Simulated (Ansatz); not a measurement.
Cu2Sb:
Space group P4/nmm, origin choice 1 (No. 129); a = 3.957 Å, b = 3.957 Å, c = 6.045 Å, α = 90.00°, β = 90.00°, γ = 90.00°

| atom | site | symmetry | x | y | z |
|---|---|---|---|---|---|
| Cu | 2a | -4m2 | 0.0000 | 0.0000 | 0.0000 |
| Cu | 2c | 4mm | 0.5000 | 0.0000 | 0.2640 |
| Sb | 2c | 4mm | 0.0000 | 0.5000 | 0.3022 |

Relaxed at zero pressure with PBEsol in the plane-wave PAW code Ansatz.

Problem. The volume is lowered by 9 % and shape and atoms relax at that volume. What pressure results, and how do the axes share the change?

Solution. 13.0 GPa; a -3.6 %, b -3.6 %, c -2.0 %; the energy rises by 52 meV/atom.

Problem. Give the new structure.

Solution. 
Space group P4/nmm, origin choice 1 (No. 129); a = b = 3.813 Å, c = 5.925 Å, α = β = γ = 90.00°

| atom | site | symmetry | x | y | z |
|---|---|---|---|---|---|
| Cu | 2a | -4m2 | 0.0000 | 0.0000 | 0.0000 |
| Cu | 2c | 4mm | 0.5000 | 0.0000 | 0.2673 |
| Sb | 2c | 4mm | 0.0000 | 0.5000 | 0.3073 |

The phase is kept; no other phase was compared at this pressure.

The workflow started from a Materials Project entry (that database holds measured and hypothetical structures alike); the Crystallography Open Database files this formula in space group No. 129, but the cells were not matched. Whether it is the stable phase at ambient conditions was not checked. Symmetry was held in the PBEsol relaxation; whether a distortion lowers the energy is not shown. The run is not spin-polarised. Spin–orbit coupling is left out wherever it is not named.

Potentials: the later of the program's two PAW sets.
